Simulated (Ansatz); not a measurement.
Total density of states per atom from r²SCAN in the plane-wave PAW code Ansatz, in 0.25 eV bins, energy from the Fermi level:

```csv
E (eV),states/eV/atom
-7.85,1.40
-7.60,1.26
-7.35,3.09
-7.10,2.55
-6.85,1.01
-6.60,0.81
-6.35,0.78
-6.10,0.60
-5.85,0.65
-5.60,0.65
-5.35,0.66
-5.10,0.69
-4.85,0.76
-4.60,0.88
-4.35,0.99
-4.10,1.10
-3.85,0.94
-3.60,0.67
-3.35,0.49
-3.10,0.18
-2.85,0.05
-2.60,0.00
-2.35,0.00
-2.10,0.00
-1.85,0.00
-1.60,0.00
-1.35,0.01
-1.10,0.01
-0.85,0.02
-0.60,0.02
-0.35,0.03
-0.10,0.04
0.15,0.04
0.40,0.05
0.65,0.07
0.90,0.07
1.15,0.09
1.40,0.09
1.65,0.11
1.90,0.14
2.15,0.15
2.40,0.14
2.65,0.20
2.90,0.23
3.15,0.27
3.40,0.29
3.65,0.27
3.90,0.27
4.15,0.26
4.40,0.26
4.65,0.30
```

Task: Pick the material that matches.
A) AlO16Zn15, P3m1 (Pearson symbol hP32)
B) Ta2O5, Pmmn (Ta on 4e, O on 4e, O on 4e, O on 2a)
C) Li2O2, P6_3/mmc (Li on 2a, Li on 2c, O on 4f)
D) ZnCu2SnSe4, I-42m (Zn on 2a, Cu on 4d, Sn on 2b, Se on 8i)

Result: A, AlO16Zn15, P3m1 (Pearson symbol hP32). Within 0.5 eV of the Fermi level: Zn 4s 54 %, O 2p 22 %, O 2s 17 %. Projections are on Löwdin-orthogonalised atomic valence shells; empty p or d shells of many metals are not among them.

The start of the workflow was typed in or built on a structure type; neither database checked (COD, Materials Project) lists it. Its standing as an ambient phase is unchecked. The r²SCAN relaxation kept the symmetry of its start; its stability against distortions is not shown here. With an odd number of electrons in the cell and no spin polarisation, the count alone makes it a metal.

Potentials: the later of the program's two PAW sets.
